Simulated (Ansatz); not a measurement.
Values for one crystal, relaxed and computed with plane-wave PAW PBEsol (Ansatz code); other levels are named.

```yaml
volume_per_atom: 23.78 Å³
band_gap: 0.65 eV (indirect)
smallest_direct_gap_on_the_standard_path: 1.15 eV
conduction_band_minimum: at Γ
hole_effective_mass: 0.34, 0.34, 0.61 mₑ (principal values)
valence_band_maximum: at A
Formation energy from the elements (no fitted shifts): -0.012 eV/atom
```

Which of these materials gives this?
A) CuI, P6_422 (Cu on 3c, I on 3d)
B) BaCuSF, P4/nmm (Ba on 2c, Cu on 2b, S on 2c, F on 2a)
C) BAs, P6_422 (B on 3c, As on 3d)
D) NbCuN2, R-3m (Nb on 3b, Cu on 3a, N on 6c)

A, CuI, P6_422 (Cu on 3c, I on 3d)

The start of the workflow was typed in or built on a structure type; neither database checked (COD, Materials Project) lists it. It is not the phase usual at ambient conditions (space group No. 216). The cell was relaxed with PBEsol under the symmetry of its start; whether a distortion lowers the energy is not shown. The workflow began spin-polarised and lost its moments. Point labels and valley counts follow the cell and symmetry of the run, lower than the named group. The references are the lowest solids computed at this level, not always the standard phases. Scalar-relativistic: spin–orbit coupling is off unless named, which matters more the heavier the elements.

Potentials: the earlier of the program's two PAW sets. The files were generated under PBE; for other functionals the program regenerates the frozen cores, and for LDA and PBEsol the local potential too.
